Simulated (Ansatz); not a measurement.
AlV2C in space group P6_3/mmc (No. 194; Al on 2d, V on 4f, C on 2a) at seven volumes, the program Ansatz at the PBEsol level (PAW), shape and atoms relaxed at each. One row is withheld.

```tsv
V (Å³/atom)	P (GPa)
10.630	21.44
10.981	13.15
11.331	6.05
11.682	0.00
12.032	?
12.382	-9.50
12.733	-13.19
```

Question: Fit the shown pressures and predict the withheld one.

Answer: P = (3/2)B₀(x^(7/2) − x^(5/2))[1 + (3/4)(B′ − 4)(x − 1)] with x = (V₀/V)^(2/3). Least squares on the six rows gives V₀ = 11.683 Å³/atom, B₀ = 185 GPa, B′ = 4.34. At V = 12.032, x = 0.9806 and P = -5.11 GPa. The run itself gave -5.13 GPa.

The PBEsol relaxation kept the symmetry of its start. The workflow began spin-polarised and lost its moments.

Potentials: the later of the program's two PAW sets.
